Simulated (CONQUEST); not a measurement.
Input and output of a self-consistent single point for SiC (P6_3mc, 8 atoms in the cell; from Materials Project mp-7140, changed as shown) (CONQUEST).

Level of theory: PBE, numerical atomic orbitals double-zeta with polarisation (the shipped basis), PseudoDojo norm-conserving potentials made for PBE run with CONQUEST.

The change in words: volume scaled by 1.01. Reference geometry (P6_3mc):
```
SiC
1.0
    3.07351     0.00000     0.00000
    0.00000     5.32348     0.00000
    0.00000     0.00000     5.04525
Si C
4 4
Direct
  0.00000   0.33333   0.49960
  0.50000   0.16667   0.99960
  0.50000   0.83333   0.49960
  0.00000   0.66667   0.99960
  0.00000   0.33333   0.87540
  0.50000   0.16667   0.37540
  0.50000   0.83333   0.87540
  0.00000   0.66667   0.37540
```

Reference input (self-consistent single point, DFT, PBE, numerical atomic orbitals double-zeta with polarisation (the shipped basis), PseudoDojo norm-conserving potentials made for PBE): basis = DZP; Diag.MPMeshX, Y, Z = 6 3 3; potentials = PseudoDojo norm-conserving PBE; Grid.GridCutoff = 140 Ha; DM.SolutionMethod = diagon; Diag.kT = 0.000367 Ha; Diag.GammaCentred = true; minE.SCTolerance = 1.0e-07; SC.MaxIters = 100; SC.LinearMixingFactor = 0.5; AtomMove.TypeOfRun = static. This run's input differs from it in these lines:

```diff
@@ -29,5 +29,5 @@
 # file: SiC.in
-     5.808092141      0.000000000      0.000000000
-     0.000000000     10.059911671      0.000000000
-     0.000000000      0.000000000      9.534140730
+     5.827386245      0.000000000      0.000000000
+     0.000000000     10.093331478      0.000000000
+     0.000000000      0.000000000      9.565812540
 8
```

The program printed (abridged):

```
    new_SC_potl: Starting.  Tolerance:  0.10000E-06

    PulayMixSC: Starting Pulay mixing, A_up =  0.500 A_dn =  0.500
    PulayMixSC: Spin non-polarised calculation.
          Harris-Foulkes Energy            :       -41.268204947007845 Ha
          (TS=0 as O(N) or entropic contribution is negligible)
          DFT Total Energy                 :       -40.702474621785385 Ha
          Total number of electrons        :        32.000000000000469
    PulayMixSC: Pulay iteration     1 residual:              0.11127E-01
          Harris-Foulkes Energy            :       -41.033488991569904 Ha
   [... lines left out ...]
          (TS=0 as O(N) or entropic contribution is negligible)
          DFT Total Energy                 :       -41.024383289016285 Ha
          Total number of electrons        :        32.000029003495520
    PulayMixSC: Pulay iteration     7 residual:              0.27848E-06
          Harris-Foulkes Energy            :       -41.024383289063493 Ha
          (TS=0 as O(N) or entropic contribution is negligible)
          DFT Total Energy                 :       -41.024383289031121 Ha
          Total number of electrons        :        32.000029005512282
    PulayMixSC: Pulay iteration     8 residual:              0.92075E-07
    PulayMixSC: Reached SCF tolerance of  0.92075E-07 after      8 iterations
      | Number of electrons      =        32.000029
      |* band energy as 2Tr[K.H] =       -15.250353118171303 Ha
      |  screened ion-ion energy =       -25.431261513238354 Ha
      |  Ha correction           =        -1.552365649350798 Ha
      |  XC correction           =         1.209596161376174 Ha
      |* Harris-Foulkes energy   =       -41.024383289063493 Ha
      |* DFT total energy        =       -41.024383289031121 Ha
      |  estimated accuracy      =        -0.000000000032372 Ha

    force: Forces on atoms (Ha/a0)
    force:  Atom   X              Y              Z
    force:     1  -0.0000000652  -0.0000275550   0.0004145632
    force:     2  -0.0000000652   0.0000275550   0.0004145632
   [... lines left out ...]
    force: Maximum force :        0.00041456(Ha/a0) on atom         3 in z direction
   [... lines left out ...]
    force: Force Residual:        0.00038961 Ha/a0
    force: Total stress:         -3.95630293     0.00000000    -0.00000176 GPa
                             0.00000000    -3.95965843    -0.00000000
                             0.00000184    -0.00000000    -4.57307667
    force: Average pressure:      4.16301268 GPa

    force: Finished force
    get_E_and_F: Change in energy during last step of electronic optimisation: -0.87638E-10
```

The run converged in 8 iterations. CONQUEST prints the stress tensor with tension positive. Against the reference run the free energy falls by 3.4 meV/atom and the pressure goes from 6.48 to 4.16 GPa.

The program uses no crystal symmetry, so grid and mesh can part values that symmetry would make equal. The atom-centred basis is finite, which shifts total energies and pressures against plane waves. The structure comes from a collection of computed structures, made at another level of theory; the collection holds predicted forms beside known ones.

Cost on one core: around 2.1 core-minutes (rough).
